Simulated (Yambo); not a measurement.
RbBr (rock salt, space group Fm-3m, No. 225); a = 4.839 Å, b = 4.839 Å, c = 4.839 Å, α = 60.00°, β = 60.00°, γ = 60.00°. With the G0W0 scissor the direct gap on the mesh is 6.58 eV.

Task: Does this run resolve the lowest exciton, and if so, what are its energy and binding? (Yambo, PBEsol bands; 6×6×6 mesh, 6 valence and 8 conduction bands, static screening with 74 bands and a 4 Ry block, scissor 2.52 eV, Tamm-Dancoff.)

Result: No. The lowest state covers only about 5 of the 216 k points, so the mesh doesn't resolve it: its energy and its distance from the direct gap are mesh artefacts. An extended exciton needs a far denser mesh. The scissor comes from a G0W0 run whose convergence isn't established. 

Spin-orbit coupling is included.

Geometry relaxed with PBEsol.
